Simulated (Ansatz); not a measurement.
BN:
```yaml
crystal:
  lattice:
    - [1.24896, -2.16325, 0.00000]
    - [1.24896, 2.16325, 0.00000]
    - [0.00000, 0.00000, 6.66235]
  atoms:
    - { symbol: B, position: [0.99964, 0.00036, 0.25000] }
    - { symbol: B, position: [0.00036, 0.99964, 0.75000] }
    - { symbol: N, position: [0.66703, 0.33297, 0.75000] }
    - { symbol: N, position: [0.33297, 0.66703, 0.25000] }
```

Relaxed with r²SCAN+D4.

Task: Which orbitals make up the states near the band edges in plane-wave PAW r²SCAN+D4 (Ansatz code)?

Result: Top 1 eV of the valence band: N 2p 89 %, B 2p 10 %. Bottom 1 eV of the conduction band: B 2p 84 %, N 2p 13 %. Projections are on Löwdin-orthogonalised atomic valence shells; empty p or d shells of many metals are not among them.

Task: Tabulate the density of states.

Result: States/eV per cell of 4 atoms, in 0.25 eV bins, energy from the valence-band maximum.

| E (eV) | total | N 2p | B 2p | B 2s |
|---|---|---|---|---|
| -7.89 | 0.83 | 0.54 | 0.13 | 0.12 |
| -7.64 | 0.68 | 0.44 | 0.10 | 0.09 |
| -7.39 | 0.75 | 0.49 | 0.11 | 0.11 |
| -7.14 | 0.83 | 0.55 | 0.11 | 0.13 |
| -6.89 | 0.86 | 0.56 | 0.13 | 0.13 |
| -6.64 | 0.88 | 0.58 | 0.14 | 0.12 |
| -6.39 | 0.92 | 0.59 | 0.17 | 0.12 |
| -6.14 | 1.05 | 0.67 | 0.23 | 0.11 |
| -5.89 | 1.14 | 0.72 | 0.27 | 0.11 |
| -5.64 | 1.25 | 0.79 | 0.32 | 0.10 |
| -5.39 | 1.37 | 0.86 | 0.37 | 0.10 |
| -5.14 | 1.54 | 0.97 | 0.44 | 0.09 |
| -4.89 | 1.51 | 0.96 | 0.44 | 0.08 |
| -4.64 | 1.62 | 1.04 | 0.47 | 0.07 |
| -4.39 | 2.50 | 1.62 | 0.77 | 0.07 |
| -4.14 | 2.28 | 1.49 | 0.71 | 0.05 |
| -3.89 | 1.70 | 1.13 | 0.51 | 0.04 |
| -3.64 | 1.54 | 1.03 | 0.44 | 0.04 |
| -3.39 | 1.59 | 1.07 | 0.47 | 0.03 |
| -3.14 | 1.53 | 1.05 | 0.43 | 0.03 |
| -2.89 | 1.51 | 1.05 | 0.42 | 0.02 |
| -2.64 | 1.45 | 1.02 | 0.40 | 0.02 |
| -2.39 | 1.38 | 0.99 | 0.36 | 0.01 |
| -2.14 | 1.36 | 1.00 | 0.35 | 0.01 |
| -1.89 | 1.37 | 1.02 | 0.33 | 0.01 |
| -1.64 | 1.41 | 1.09 | 0.32 | 0.00 |
| -1.39 | 1.23 | 0.98 | 0.25 | 0.00 |
| -1.14 | 1.24 | 1.03 | 0.20 | 0.00 |
| -0.89 | 1.55 | 1.32 | 0.22 | 0.00 |
| -0.64 | 1.08 | 0.95 | 0.12 | 0.00 |
| -0.39 | 0.80 | 0.73 | 0.06 | 0.00 |
| -0.14 | 0.63 | 0.60 | 0.02 | 0.00 |
| 0.11 | 0.03 | 0.03 | 0.00 | 0.00 |
| 0.36 | 0.00 | 0.00 | 0.00 | 0.00 |
| 0.61 | 0.00 | 0.00 | 0.00 | 0.00 |
| 0.86 | 0.00 | 0.00 | 0.00 | 0.00 |
| 1.11 | 0.00 | 0.00 | 0.00 | 0.00 |
| 1.36 | 0.00 | 0.00 | 0.00 | 0.00 |
| 1.61 | 0.00 | 0.00 | 0.00 | 0.00 |
| 1.86 | 0.00 | 0.00 | 0.00 | 0.00 |
| 2.11 | 0.00 | 0.00 | 0.00 | 0.00 |
| 2.36 | 0.00 | 0.00 | 0.00 | 0.00 |
| 2.61 | 0.00 | 0.00 | 0.00 | 0.00 |
| 2.86 | 0.00 | 0.00 | 0.00 | 0.00 |
| 3.11 | 0.00 | 0.00 | 0.00 | 0.00 |
| 3.36 | 0.00 | 0.00 | 0.00 | 0.00 |
| 3.61 | 0.00 | 0.00 | 0.00 | 0.00 |
| 3.86 | 0.00 | 0.00 | 0.00 | 0.00 |
| 4.11 | 0.00 | 0.00 | 0.00 | 0.00 |
| 4.36 | 0.06 | 0.00 | 0.06 | 0.00 |
| 4.61 | 0.20 | 0.02 | 0.18 | 0.00 |
| 4.86 | 0.51 | 0.07 | 0.43 | 0.00 |
| 5.11 | 0.84 | 0.12 | 0.69 | 0.00 |
| 5.36 | 0.60 | 0.10 | 0.48 | 0.00 |
| 5.61 | 0.76 | 0.11 | 0.61 | 0.01 |
| 5.86 | 0.82 | 0.11 | 0.61 | 0.02 |
| 6.11 | 0.90 | 0.12 | 0.65 | 0.03 |
| 6.36 | 1.05 | 0.13 | 0.76 | 0.03 |
| 6.61 | 1.13 | 0.14 | 0.82 | 0.04 |
| 6.86 | 0.91 | 0.15 | 0.59 | 0.04 |
| 7.11 | 0.84 | 0.15 | 0.50 | 0.04 |
| 7.36 | 0.83 | 0.15 | 0.46 | 0.05 |
| 7.61 | 0.89 | 0.17 | 0.45 | 0.06 |
| 7.86 | 1.07 | 0.20 | 0.50 | 0.08 |
| 8.11 | 0.95 | 0.18 | 0.44 | 0.08 |
| 8.36 | 0.88 | 0.19 | 0.42 | 0.06 |
| 8.61 | 0.62 | 0.16 | 0.29 | 0.04 |
| 8.86 | 0.41 | 0.12 | 0.20 | 0.02 |
| 9.11 | 0.51 | 0.14 | 0.23 | 0.04 |

Space group P6_3/mmc. The start of the workflow was typed in or built on a structure type. Its sites differ from those of the usual phase in this space group: another stacking or structure type. Symmetry was held in the r²SCAN+D4 relaxation; whether a distortion lowers the energy is not shown. The volume moved by 53 % from the start of the relaxation.

Potentials: the later of the program's two PAW sets.
